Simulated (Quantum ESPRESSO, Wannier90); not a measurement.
Wannier functions of Al₂Ru (I4/mmm)

```
begin unit_cell_cart
ang
    0.0000000000   -3.1208400000    0.0000000000
    3.1208400000    0.0000000000    0.0000000000
   -1.5604200000    1.5604200000    4.2218050000
end unit_cell_cart
begin atoms_frac
Al  -0.3408000000 -0.3408000000  0.3184000000
Al   0.3408000000  0.3408000000 -0.3184000000
Ru   0.0000000000  0.0000000000  0.0000000000
end atoms_frac
```

Cell from Materials Project (mp-1009834), symmetrised, no further relaxation. Not found in the COD (Crystallography Open Database) copy used; not checked further. Computed values, not measurements, from LDA: Quantum ESPRESSO (norm-conserving PseudoDojo potentials, cutoff 71 Ry, no spin polarisation, no spin-orbit coupling) on a Γ-centred 8×8×8 mesh, then Wannier90. Density: 14×14×14 mesh, Gaussian smearing 0.01 Ry.

A tight-binding model is made by disentanglement and projection with no localisation steps (num_iter = 0), so the 17 orbitals stay atom-like: hydrogen-like Al: s;p; Ru: s;p;d, axes along x, y, z; frozen window up to 1.50 eV relative to the Fermi level. It follows pw.x to 5.2 meV rms for states up to 1.0 eV relative to the Fermi level. Matrix elements depend on this choice of orbitals and windows.

Question: What are the on-site energies relative to the Fermi level, and how fast do the hoppings decay?

Answer: 
```csv
atom,orbitals,energy (eV)
Al1,s,1.19
Al1,pz,6.66
Al1,px py,6.18
Al2,s,1.19
Al2,pz,6.66
Al2,px py,6.18
Ru3,s,4.04
Ru3,pz,8.46
Ru3,px py,9.11
Ru3,dz2,-1.60
Ru3,dxz dyz,-1.52
Ru3,dx2-y2,-1.70
Ru3,dxy,-1.61
```

```
distance of the centres (Å)  largest modulus (eV)
---------------------------  --------------------
2–3                                           3.8
3–4                                           1.8
4–5                                          0.41
5–6                                          0.94
6–7                                          0.13
7–8                                          0.12
8–9                                          0.25
9–10                                        0.035
10–11                                       0.035
```
